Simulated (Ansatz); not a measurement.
# Ionic part of the dielectric constant of Mg₃CdS₄, mode by mode

Theory: Ansatz, DFT PBE, scalar-relativistic, plane waves, PAW. Plane waves to 420 eV; Γ-centred k mesh 8×8×8; fixed occupations. No spin polarisation. Phonons by linear response, acoustic sum rule imposed.

Space group Pm-3m (No. 221), cubic, a = 5.313 Å. Mg is surrounded by 6 S at 2.66 Å; Cd is surrounded by 6 S at 2.66 Å; S on a site of symmetry 4/mmm has 2 Cd at 2.66 Å and 4 Mg at 2.66 Å; S on a site of symmetry m-3m is surrounded by 6 Mg at 2.66 Å.

The structure comes from a generated guess, relaxed at this level; another structure or a mixture of phases may lie lower.

The primitive cell has V = 149.98 Å³ and ε∞,zz = 6.358. Each polar mode adds Δε = (4.92064×10⁷/V)·S/ν² along z, with S its oscillator strength in e²/amu, ν in cm⁻¹ and V in Å³.

Task: From these modes, find each Δε and ε0,zz.
```
ν (cm⁻¹)  S_zz (e²/amu)
   71.95        0.01808
  160.93        0.05355
  189.22          1.471
  230.85         0.0095
  275.76        0.02525
```

Result:
```csv
ν (cm⁻¹),Δε
71.95,1.15
160.93,0.68
189.22,13.48
230.85,0.06
275.76,0.11
```

The sum is 15.48, so ε0,zz = 21.84; the run's tensor has 21.83.

Task: Where do the longitudinal modes lie for a wave vector along z?

Result: At 73.69, 161.89, 230.54, 273.48, 343.59 cm⁻¹. The Lyddane–Sachs–Teller product Π(ν_LO/ν_TO)² = 3.43 agrees with ε0/ε∞ = 3.43.
